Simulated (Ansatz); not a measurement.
## Structures of ScW3: which is lowest?

Plane-wave DFT in Ansatz with scalar-relativistic PAW potentials, cutoff 420 eV, Γ-centred meshes chosen by cell and gap, Gaussian smearing with energies taken to zero width. Every cell was relaxed (cell and atoms) in a run of its own, within the symmetry of its start. Functional: PBE.

Relaxed structures (starts from databases or built by putting these elements on another compound's sites):
A. I4/mmm, 4 atoms in the computed cell, a = 3.842 Å, c = 9.300 Å; sites (symmetry × multiplicity) Sc 4/mmm × 2, W -4m2 × 4 + 4/mmm × 2; start: built
B. P4/mmm, 4 atoms in the computed cell, a = 4.641 Å, c = 3.129 Å; sites (symmetry × multiplicity) Sc 4/mmm × 1, W 4/mmm × 1 + mmm. × 2; start: built
C. Pm-3m, 4 atoms in the computed cell, a = 4.111 Å; sites (symmetry × multiplicity) Sc m-3m × 1, W 4/mm.m × 3; start: built

Rank them by energy. Could pressure change the order?

| structure | group | E − E(lowest) (meV/atom) | V (Å³/atom) | gap on mesh (eV) |
| --- | --- | --- | --- | --- |
| B | P4/mmm | 0.0 | 16.85 | 0.00 |
| A | I4/mmm | 180 | 17.16 | 0.00 |
| C | Pm-3m | 297 | 17.38 | 0.00 |

B is lowest, 180 meV/atom under A. The lowest is also the densest of these, so pressure wouldn't bring one of the others in at first order. Other structures may lie lower than all of these, and vibrations aren't counted.

Spin-orbit coupling is left out, which matters for the bands of heavy elements.